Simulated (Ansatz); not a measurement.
This run works on a generated trial structure, not on a known crystal.

Input and command of a plane-wave DFT calculation in Ansatz:

```yaml
crystal:
  lattice:
    - [5.15618771, 0.0, 0.0]
    - [0.0, 5.15618771, 0.0]
    - [0.0, 0.0, 8.17449533]
  atoms:
    - { symbol: Sb, position: [0.5, 0.5, 0.19989974] }
    - { symbol: Sb, position: [0.5, 0.5, 0.80010026] }
    - { symbol: Te, position: [0.0, 0.5, 0.90457527] }
    - { symbol: Te, position: [0.5, 0.0, 0.09542473] }
    - { symbol: Te, position: [0.0, 0.0, 0.0] }
    - { symbol: O, position: [0.5, 0.5, 0.41497719] }
    - { symbol: O, position: [0.5, 0.5, 0.58502281] }
basis:
  ecutwfc: 420
kpoints:
  mp_grid: { grid: [3, 3, 2] }
hamiltonian:
  xc: pbe
scf:
  occupations: { method: gaussian, width: 0.15 }
  lower_state_search: "off"
output:
  forces: true
  stress: true
  eigenvalues: true
relax:
  adjacent_minimum: "off"
  f_tol: 0.08
  max_steps: 16
  cell: { stress_tol: 0.8 }
```

```bash
ansatz run input.yaml --threads 1 --pin off --max-ram 2560MiB --backend cpu --events-out ev --progress --plain --runs-dir out
```

Processor: Intel(R) Xeon(R) Processor @ 2.50GHz (Skylake/Cascade Lake), 1 thread, on a host shared with other jobs.

Q: Estimate time, memory and problem size.

A: About 3.9 min, peak memory 0.55 GiB. It solves 54 bands at 6 k points (after reduction by symmetry) with about 6865 plane waves (on the last cell), in 111 SCF iterations over 15 ionic steps.
